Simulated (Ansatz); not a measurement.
K2LiGaF6:
```xyz
10
Lattice="0.0000 4.0020 4.0020 4.0020 0.0000 4.0020 4.0020 4.0020 0.0000" Properties=species:S:1:pos:R:3 pbc="T T T"
K      6.0029     6.0029     6.0029
K      2.0010     2.0010     2.0010
Li     4.0020     4.0020     4.0020
Ga     0.0000     0.0000     0.0000
F      1.9032     4.0020     4.0020
F      6.1007     4.0020     4.0020
F      4.0020     1.9032     4.0020
F      4.0020     6.1007     4.0020
F      4.0020     4.0020     1.9032
F      4.0020     4.0020     6.1007
```

Relaxed with HSE06.

Problem. Give the Bader charges and basin volumes of the independent atoms, HSE06 (plane waves, PAW; program Ansatz).

Solution. 

| atom | Bader charge (e) | Bader volume (Å³) |
|---|---|---|
| K1 | +0.90 | 17.3 |
| Li3 | +0.93 | 3.2 |
| Ga4 | +2.19 | 6.4 |
| F5 | -0.82 | 14.0 |

Space group Fm-3m. The first step of the workflow began from a Materials Project structure, measured or hypothetical; the Crystallography Open Database copy checked does not list it. Whether it is the stable phase at ambient conditions was not checked. Symmetry was held in the HSE06 relaxation; its stability against distortions is not shown here.

Potentials: the later of the program's two PAW sets.
